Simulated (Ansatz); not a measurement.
# Notes on AlTl

```yaml
crystal:
  lattice:
    - [3.28424, 0.00000, 0.00000]
    - [-1.64212, 2.84423, 0.00000]
    - [-1.64212, 0.94808, 9.89131]
  atoms:
    - { symbol: Al, position: [0.37457, 0.62543, 0.12371] }
    - { symbol: Al, position: [0.62543, 0.37457, 0.87629] }
    - { symbol: Tl, position: [0.87820, 0.12180, 0.63460] }
    - { symbol: Tl, position: [0.12180, 0.87820, 0.36540] }
```

Level: r2SCAN, no spin polarisation; 500 eV; 9×9×9 Γ-centred mesh; fermi-dirac occupations (width 0.011 eV); Ansatz 0.2.0, fixed geometry.

- At the Fermi level: It is a metal, with about 1.8 states/eV a cell as the mean within 0.25 eV of the Fermi level, mostly Al p (42 %), Tl p (27 %) and Al s (14 %).
- Forces: The largest is on Al1 (and as large on other atoms): 1.04 eV/Å, components (0.00, 0.00, -1.04). It makes 142° with the line to a nearest neighbour, Tl4 at 3.05 Å, pointing away from it.
- Formation energy: 0.33 eV an atom against the elements' usual phases (free molecules for gases, crystals otherwise, with no correction for O₂ or N₂), so at this geometry it isn't bound against them. Relaxing would lower it.
- Charges: Bader charges in e: Al +0.16, Tl -0.16. In the mean Al gives up most and Tl takes most.

Origin: a known structure type with other elements, at an estimated volume, so it need not be a known compound.
